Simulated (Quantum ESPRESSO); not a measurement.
## Band energies of SnN₂H₄F₂

```
CELL_PARAMETERS angstrom
      5.42694    -1.65165     0.00000
      5.42694     1.65165     0.00000
     -1.39492     0.00000     4.90593
ATOMIC_POSITIONS crystal
  H  0.39084 0.39084 0.56651
  H  0.60916 0.60916 0.43349
  H  0.29797 0.29797 0.77737
  H  0.70203 0.70203 0.22263
  N  0.39178 0.39178 0.76790
  N  0.60822 0.60822 0.23210
  F  0.12030 0.12030 0.75256
  F  0.87970 0.87970 0.24744
  Sn 0.00000 0.00000 0.00000
```

LDA (Quantum ESPRESSO, PseudoDojo norm-conserving, 84 Ry, scalar-relativistic); path XΓY,LΓZ,NΓM,RΓ; energies in eV from the valence-band maximum.

```csv
k (1/Å),point,band 17,band 18,band 19,band 20,band 21,band 22,band 23,band 24
0.00,X,-2.74,-2.68,-2.41,-1.95,-1.56,5.16,7.46,8.80
0.20,,-2.68,-2.59,-2.34,-1.93,-1.55,5.19,7.18,8.33
0.40,,-2.51,-2.39,-2.13,-1.80,-1.45,5.00,6.78,7.55
0.80,,-2.17,-2.08,-1.70,-1.41,-0.35,3.35,6.05,6.96
1.00,Γ,-2.10,-2.09,-1.68,-1.10,-0.05,2.89,5.86,6.84
1.42,,-2.12,-2.11,-1.99,-1.28,-0.03,3.85,5.89,7.06
1.64,Y,-2.14,-2.11,-2.07,-1.34,-0.03,4.28,5.63,7.41
1.64,L,-2.35,-2.24,-1.82,-1.80,-1.54,4.63,7.18,8.38
1.83,,-2.36,-2.29,-1.85,-1.71,-1.56,4.75,7.09,8.24
2.02,,-2.45,-2.32,-1.81,-1.73,-1.45,4.96,6.72,8.22
2.40,,-2.24,-2.15,-1.76,-1.59,-0.73,4.06,6.33,7.26
2.59,,-2.15,-2.09,-1.70,-1.33,-0.26,3.26,6.02,7.00
2.78,Γ,-2.10,-2.09,-1.68,-1.10,-0.05,2.89,5.86,6.84
2.97,,-2.21,-2.09,-1.73,-1.12,-0.05,3.11,5.99,6.87
3.15,,-2.51,-2.09,-1.87,-1.16,-0.05,3.64,6.31,6.95
3.53,Z,-2.45,-2.15,-2.12,-1.20,-0.06,4.43,7.00,7.07
3.53,N,-2.35,-2.24,-1.82,-1.80,-1.54,4.63,7.18,8.38
3.91,,-2.45,-2.32,-1.81,-1.73,-1.45,4.96,6.72,8.22
4.10,,-2.34,-2.26,-1.80,-1.70,-1.17,4.79,6.45,7.78
4.48,,-2.15,-2.09,-1.70,-1.33,-0.26,3.26,6.02,7.00
4.67,Γ,-2.10,-2.09,-1.68,-1.10,-0.05,2.89,5.86,6.84
4.97,,-2.21,-2.06,-1.95,-1.06,-0.03,3.47,5.85,6.74
5.12,,-2.23,-2.07,-2.04,-1.03,-0.01,3.93,5.59,7.04
5.27,M,-2.23,-2.11,-2.03,-1.02,0.00,4.16,5.43,7.21
5.27,R,-2.74,-2.68,-2.41,-1.95,-1.56,5.16,7.46,8.80
5.44,,-2.70,-2.61,-2.36,-1.94,-1.55,5.18,7.25,8.45
5.77,,-2.42,-2.28,-2.03,-1.71,-1.27,4.69,6.68,7.23
5.93,,-2.27,-2.12,-1.82,-1.63,-0.77,3.95,6.34,7.03
6.27,Γ,-2.10,-2.09,-1.68,-1.10,-0.05,2.89,5.86,6.84
```

The LDA gap is indirect, 2.89 eV, from M to Γ; the smallest direct gap is 2.94 eV.

Spin-orbit splittings are left out.

Geometry of the Materials Project entry, not relaxed at this level.

The distance between layers or molecules is the database entry's, not relaxed here. Functionals without dispersion can leave it too large, which widens gaps and weakens the response across layers: the numbers belong to this cell.
